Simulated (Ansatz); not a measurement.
Method: DFT PBEsol, scalar-relativistic, plane waves, PAW in Ansatz.

Structure of TiGa3:

```
CELL_PARAMETERS angstrom
-1.87278 1.87278 4.33822
1.87278 -1.87278 4.33822
1.87278 1.87278 -4.33822
ATOMIC_POSITIONS crystal
Ti 0.00000 0.00000 0.00000
Ga 0.50000 0.50000 0.00000
Ga 0.75000 0.25000 0.50000
Ga 0.25000 0.75000 0.50000
```

Settings: cutoff 420 eV, Γ-centred mesh 16×16×16 on the computed 4-atom cell, Gaussian smearing of 0.10 eV; no spin polarisation.

Levels along Γ–X–P–N–Γ–M–S | S0–Γ | X–R | G–M, in eV from the Fermi level, sorted by energy at each point. Points in fractions of the primitive reciprocal vectors: Γ (0.000 0.000 0.000), X (0.000 0.000 0.500), P (0.250 0.250 0.250), N (0.000 0.500 0.000), M (0.500 0.500 -0.500), S (0.297 0.703 -0.297), S0 (-0.297 0.297 0.297), R (-0.093 0.093 0.500), G (0.500 0.500 -0.093).
```
point k (1/Å, with 2π) band 22  band 23  band 24  band 25  band 26  band 27  band 28
    Γ             0.000    -3.26    -1.31    -1.31    -1.23     0.64     1.17     2.19
    -             0.170    -3.27    -1.95    -1.38    -1.34     0.55     1.33     2.27
    -             0.339    -3.32    -2.92    -1.74    -1.41    -0.51     2.17     2.27
    -             0.508    -3.53    -3.46    -2.15    -1.46    -1.37     2.14     2.34
    -             0.678    -3.77    -3.70    -2.52    -1.66    -1.42     1.93     2.19
    -             0.847    -4.42    -3.96    -2.80    -1.80    -1.29     1.19     2.01
    -             1.017    -5.20    -4.15    -2.98    -2.29    -1.16     1.52     1.88
    X             1.186    -5.29    -4.22    -3.03    -2.55    -1.10     1.83     2.04
    -             1.238    -5.30    -4.25    -3.01    -2.51    -1.13     1.83     2.02
    -             1.290    -5.34    -4.32    -2.93    -2.39    -1.21     1.83     1.98
    -             1.341    -5.40    -4.42    -2.81    -2.22    -1.33     1.83     1.89
    -             1.393    -5.48    -4.51    -2.66    -2.04    -1.49     1.74     1.83
    -             1.445    -5.56    -4.59    -2.48    -1.88    -1.68     1.58     1.83
    -             1.496    -5.64    -4.64    -2.29    -1.88    -1.76     1.45     1.83
    P             1.548    -5.71    -4.66    -2.08    -2.08    -1.71     1.40     1.83
    -             1.668    -5.44    -4.22    -2.23    -2.19    -1.49     1.38     1.82
    -             1.788    -4.93    -3.53    -2.37    -2.35    -1.10     1.24     1.82
    -             1.908    -4.46    -3.28    -2.34    -2.03    -0.66     1.06     1.81
    -             2.027    -4.18    -3.49    -2.08    -1.25    -0.23     1.02     1.77
    -             2.147    -4.07    -3.72    -1.68    -0.63     0.17     1.34     1.74
    -             2.267    -4.04    -3.88    -1.33    -0.39     0.45     1.70     2.14
    N             2.387    -4.04    -3.94    -1.19    -0.34     0.55     1.70     2.73
    -             2.518    -4.22    -3.64    -1.15    -0.42     0.43     1.61     2.62
    -             2.648    -4.29    -3.19    -1.02    -0.66     0.15     1.42     2.40
    -             2.779    -4.14    -2.70    -1.06    -0.90    -0.06     1.25     2.25
    -             2.909    -3.64    -2.31    -1.45    -0.95     0.03     1.23     2.29
    -             3.040    -2.94    -2.30    -1.45    -1.12     0.40     1.44     1.85
    -             3.170    -3.04    -1.75    -1.29    -1.26     0.87     1.05     1.93
    Γ             3.301    -3.26    -1.31    -1.31    -1.23     0.64     1.17     2.19
    -             3.404    -2.62    -1.30    -1.30    -1.30     0.78     1.17     2.09
    -             3.507    -1.76    -1.47    -1.29    -1.29     1.12     1.17     1.86
    -             3.611    -1.66    -1.28    -1.28    -1.01     1.17     1.59     1.59
    -             3.714    -1.83    -1.25    -1.25    -0.50     1.18     1.34     1.34
    -             3.818    -1.96    -1.22    -1.22    -0.23     1.13     1.13     1.18
    -             3.921    -2.04    -1.20    -1.20    -0.14     0.99     0.99     1.18
    M             4.025    -2.07    -1.19    -1.19    -0.11     0.94     0.94     1.19
    -             4.122    -2.46    -1.18    -1.07     0.05     0.89     0.94     1.19
    -             4.220    -3.22    -1.17    -0.93     0.37     0.74     0.93     1.20
    -             4.317    -4.07    -1.17    -0.79     0.52     0.67     0.92     1.26
    -             4.415    -4.92    -1.18    -0.66     0.24     0.90     0.93     1.41
    -             4.512    -5.69    -1.20    -0.58    -0.06     0.85     1.15     1.65
    -             4.610    -6.25    -1.22    -0.64    -0.38     0.78     1.32     1.68
    S             4.707    -6.31    -1.22    -0.88    -0.71     0.66     1.48     1.67
   S0             4.707    -6.31    -1.22    -0.88    -0.71     0.66     1.48     1.67
    -             4.849    -5.72    -1.46    -1.19    -1.15     0.40     1.69     1.89
    -             4.992    -4.88    -2.06    -1.65    -0.99     0.04     1.64     2.32
    -             5.134    -4.04    -2.49    -2.06    -0.71    -0.36     1.47     2.17
    -             5.276    -3.66    -2.37    -2.37    -0.74    -0.31     1.34     2.22
    -             5.418    -3.65    -2.43    -1.77    -1.04     0.20     1.45     2.03
    -             5.560    -3.29    -1.84    -1.35    -1.24     0.78     1.16     1.87
    Γ             5.702    -3.26    -1.31    -1.31    -1.23     0.64     1.17     2.19
    X             5.702    -5.29    -4.22    -3.03    -2.55    -1.10     1.83     2.04
    -             5.734    -5.35    -4.15    -3.08    -2.51    -1.10     1.82     2.04
    -             5.765    -5.51    -3.97    -3.18    -2.41    -1.09     1.80     2.04
    -             5.797    -5.71    -3.74    -3.31    -2.29    -1.08     1.75     2.04
    -             5.829    -5.93    -3.48    -3.45    -2.16    -1.06     1.71     2.04
    -             5.860    -5.93    -3.59    -3.20    -2.04    -1.03     1.65     2.04
    -             5.892    -5.89    -3.72    -2.91    -1.91    -1.00     1.59     2.04
    R             5.923    -5.86    -3.84    -2.61    -1.78    -0.97     1.54     2.03
    G             5.923    -5.86    -3.84    -2.61    -1.78    -0.97     1.54     2.03
    -             6.061    -5.61    -4.22    -1.28    -1.27    -0.75     1.30     1.95
    -             6.199    -5.25    -4.20    -0.78    -0.46    -0.09     1.10     1.80
    -             6.337    -4.76    -3.81    -0.31    -0.10     0.58     0.89     1.62
    -             6.475    -4.15    -3.17     0.07     0.27     0.59     0.79     1.42
    -             6.613    -3.43    -2.40     0.09     0.26     0.61     0.88     1.25
    -             6.750    -2.64    -1.63    -0.63     0.12     0.85     0.92     1.19
    M             6.888    -2.07    -1.19    -1.19    -0.11     0.94     0.94     1.19
```

Cost: 1 run of about 2.1 core-minutes, on Arm Neoverse V2 (shared hosts).